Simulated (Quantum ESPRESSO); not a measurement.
One change at a time to AlHf3Ru2TaZr

These are calculations, not measurements. They come from Quantum ESPRESSO 7.5, a public plane-wave density functional program. Each row is one single-point run on a made-up periodic cell of eight metal atoms, with elements, volume, strain and displacements drawn at random and not relaxed, so a cell may be unstable or far from any real phase. There is no spin polarisation or spin-orbit coupling.

Settings: PBE unless stated; PseudoDojo standard norm-conserving files; Fermi-Dirac width 0.25 eV, which means electrons at about 2900 K; cutoff 1143 eV; 8 x 4 x 4 k mesh shifted half a step off Gamma. E is the free energy of the whole cell (internal energy minus TS), so a -TS column is already part of it. Stress is positive in tension, and the pressure P is minus a third of its trace.

Checks: one run of this series was repeated at a higher cutoff and on a denser mesh, which moved values by no more than 0.006 eV, 0.12 GPa and 0.005 eV/Å, and a second program with other atomic files agreed on it to 2 % rms in force and 0.5 GPa in pressure. Known limits: heavy elements are run without spin-orbit coupling, which real alloys of them have; a spin test at this wide smearing found no moment, but such smearing suppresses magnetism that the real alloy may have.

The lattice is hexagonal close-packed, and the cell vectors in Å are (-2.967, -0.007, -0.035); (-0.043, 5.044, -4.710); (-0.068, -5.079, -4.749), a volume of 142.00 Å³ in run 1. The elements on sites 1 to 8 are Hf Al Zr Ru Ru Hf Hf Ta. Each later run makes one change to run 1 and keeps the rest. E is counted from run 1, and is n/a where other atomic files have another zero of energy.

```
run,change,V (Å³),P (GPa),-TS (eV),rms force (eV/Å),largest change of a force component (eV/Å),E (eV)
1,none,142.00,7.85,-1.773,0.774,0.000,0.000
2,sites 5 and 6 exchanged,142.00,7.64,-1.650,0.553,2.461,-0.202
3,all lengths scaled by -0.80 %,138.62,11.99,-1.725,0.790,0.047,?
4,PBEsol in place of PBE,142.00,1.93,-1.777,0.786,0.097,n/a
5,Nb on site 3,142.00,3.81,-1.835,0.816,0.774,n/a
6,site 5 moved by -0.16 Å along z,142.00,8.31,-1.770,0.788,0.645,0.114
```

## Worked estimate

Along a uniform scaling dE = -P dV. The mean of the two pressures is 9.920 GPa and the volume changes by -3.38 Å³, with 160.2 GPa to one eV/Å³. The same two rows give -V dP/dV = 172 GPa for this cell with clamped atoms, which is not the bulk modulus of a real alloy.

## Withheld value

Question: what E should run 3 give?

The estimate is 0.209 eV. The calculation gave 0.209 eV.
